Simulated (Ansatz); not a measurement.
Relaxed bulk Ir:

```
Ir
1.0
     0.00000    1.93533    1.93533
     1.93533    0.00000    1.93533
     1.93533    1.93533    0.00000
Ir
1
Direct
  0.00000 0.00000 0.00000
```

Miller indices refer to the conventional cell of Fm-3m (No. 225), a = 3.871 Å, b = 3.871 Å, c = 3.871 Å, α = 90.00°, β = 90.00°, γ = 90.00°.

The (111) slab of 5 planes, 8.9 Å thick with 15 Å of vacuum as cut; outer planes Ir (top) and Ir (bottom).

These are results of DFT PBE, scalar-relativistic, plane waves, PAW (Ansatz 0.2.0), not measurements. Cutoff 420 eV; k points 15×15×1 on the computed 5-atom cell (Γ-centred); Gaussian smearing, width 0.10 eV; no spin polarisation. A dipole correction removes the field between periodic images along c.

Results for the relaxed slab:

For the relaxed slab, the surface energy (mean of both faces) is 2.31 J/m². The work function is 5.52 eV.

Relaxation lowers the energy by 0.034 J/m² a face; the largest move is 0.054 Å.

| plane (bottom to top) | atoms | spacing to next, bulk (Å) | relaxed (Å) | change (%) |
| --- | --- | --- | --- | --- |
| 1 | Ir | 2.235 | 2.186 | -2.2 |
| 2 | Ir | 2.235 | 2.229 | -0.3 |
| 3 | Ir | 2.235 | 2.229 | -0.3 |
| 4 | Ir | 2.235 | 2.186 | -2.2 |
| 5 | Ir |  |  |  |

Spin-orbit coupling is left out, which matters for the bands of heavy elements.